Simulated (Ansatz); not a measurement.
ScCu$_{2}$Si$_{2}$ in space group I4/mmm (No. 139; Sc on 2a, Si on 4e, Cu on 4d), PBE (plane waves, PAW; program Ansatz), all energies at zero smearing, with the estimated change up to a 700 eV cutoff added, with one set of potentials and settings (totals compare only within such a set). Cell of 5 atoms (1 Sc, 2 Si, 2 Cu): -16660.293 eV.

```tsv
element	reference phase	E (eV/atom)
Sc	P6_3/mmc, 2 atoms in the cell	-2135.8097
Si	Fd-3m, 2 atoms in the cell	-635.8096
Cu	Fm-3m, 1 atoms in the cell	-6625.1757
```

Formation energy per atom, worked out: (-16660.293 − 1×(-2135.8097) − 2×(-635.8096) − 2×(-6625.1757))/5 = -0.502 eV/atom (-48 kJ per mol of atoms), at 0 K, without zero-point energy or fitted corrections.

The first step of the workflow began from a Materials Project structure, measured or hypothetical; the Crystallography Open Database copy checked does not list it. Its standing as an ambient phase is unchecked. Symmetry was held in the PBE relaxation; whether a distortion lowers the energy is not shown. No spin polarisation was allowed. The references are the lowest solids computed at this level, not always the standard phases.

Potentials: the later of the program's two PAW sets.
